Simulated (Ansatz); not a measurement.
The relaxed structure here is a generated cell of TiAl3: the first start was made by placing the elements on the sites of a structure type, and the end was not matched to a known phase here, so it may be hypothetical. Known forms of TiAl3 include space group No. 139.

A relaxed cell of TiAl3 (P6₃22 (No. 182)), relaxed on a k-mesh at least as fine as the one used below. All values below come from PBEsol (plane waves to 420 eV, PAW, scalar-relativistic; Ansatz, a program for electronic structure). Γ-centred k-mesh 5×5×11 on the run's cell (coarser than for final values), Fermi–Dirac smearing 0.05 eV.

```yaml
crystal:
  lattice:
    - [14.96563, 0.00000, 0.00000]
    - [-3.74141, 6.48031, 0.00000]
    - [0.00000, 0.00000, 2.85959]
  atoms:
    - { symbol: Al, position: [0.15797, 0.00000, 0.00000] }
    - { symbol: Al, position: [0.65797, 0.00000, 0.00000] }
    - { symbol: Al, position: [0.15797, 0.31595, 0.50000] }
    - { symbol: Al, position: [0.65797, 0.31595, 0.50000] }
    - { symbol: Al, position: [0.00000, 0.31595, 0.00000] }
    - { symbol: Al, position: [0.50000, 0.31595, 0.00000] }
    - { symbol: Al, position: [0.34203, 0.00000, 0.50000] }
    - { symbol: Al, position: [0.84203, 0.00000, 0.50000] }
    - { symbol: Al, position: [0.34203, 0.68405, 0.00000] }
    - { symbol: Al, position: [0.84203, 0.68405, 0.00000] }
    - { symbol: Al, position: [0.00000, 0.68405, 0.50000] }
    - { symbol: Al, position: [0.50000, 0.68405, 0.50000] }
    - { symbol: Ti, position: [0.16667, 0.66667, 0.25000] }
    - { symbol: Ti, position: [0.66667, 0.66667, 0.25000] }
    - { symbol: Ti, position: [0.33333, 0.33333, 0.75000] }
    - { symbol: Ti, position: [0.83333, 0.33333, 0.75000] }
```

The atoms are displaced along an unstable phonon of this cell by (Å):

```csv
atom,ux,uy,uz
Al1,0.060,-0.025,-0.034
Al2,-0.060,0.025,0.034
Al3,-0.008,-0.065,-0.034
Al4,0.008,0.065,0.034
Al5,0.034,0.020,-0.038
Al6,-0.034,-0.020,0.038
Al7,0.060,-0.025,0.034
Al8,-0.060,0.025,-0.034
Al9,-0.008,-0.065,0.034
Al10,0.008,0.065,-0.034
Al11,-0.034,-0.020,-0.038
Al12,0.034,0.020,0.038
Ti13,0.002,-0.003,0.150
Ti14,-0.002,0.003,-0.150
Ti15,0.002,-0.003,-0.150
Ti16,-0.002,0.003,0.150
```

Problem. What forces (eV/Å) and pressure result?

Solution. 
```json
[
 {"atom": "Al1", "Fx": "0.13", "Fy": "-0.03", "Fz": "-0.04"},
 {"atom": "Al2", "Fx": "-0.09", "Fy": "0.07", "Fz": "0.08"},
 {"atom": "Al3", "Fx": "0.01", "Fy": "-0.11", "Fz": "-0.08"},
 {"atom": "Al4", "Fx": "0.04", "Fy": "0.13", "Fz": "0.04"},
 {"atom": "Al5", "Fx": "0.03", "Fy": "0.06", "Fz": "-0.07"},
 {"atom": "Al6", "Fx": "-0.07", "Fy": "0.00", "Fz": "0.07"},
 {"atom": "Al7", "Fx": "0.09", "Fy": "-0.07", "Fz": "0.08"},
 {"atom": "Al8", "Fx": "-0.13", "Fy": "0.03", "Fz": "-0.04"},
 {"atom": "Al9", "Fx": "-0.04", "Fy": "-0.13", "Fz": "0.04"},
 {"atom": "Al10", "Fx": "-0.01", "Fy": "0.11", "Fz": "-0.08"},
 {"atom": "Al11", "Fx": "-0.03", "Fy": "-0.06", "Fz": "-0.07"},
 {"atom": "Al12", "Fx": "0.07", "Fy": "0.00", "Fz": "0.07"},
 {"atom": "Ti13", "Fx": "0.00", "Fy": "-0.01", "Fz": "0.46"},
 {"atom": "Ti14", "Fx": "-0.01", "Fy": "0.01", "Fz": "-0.46"},
 {"atom": "Ti15", "Fx": "0.01", "Fy": "-0.01", "Fz": "-0.46"},
 {"atom": "Ti16", "Fx": "0.00", "Fy": "0.01", "Fz": "0.46"}
]
```

Pressure -0.1 GPa.

The undisplaced cell is probably no minimum: from this displacement the run went on to Pnma (No. 62), 0.23 eV/atom below it.

No spin polarisation in the result. A magnetic state may lie lower.
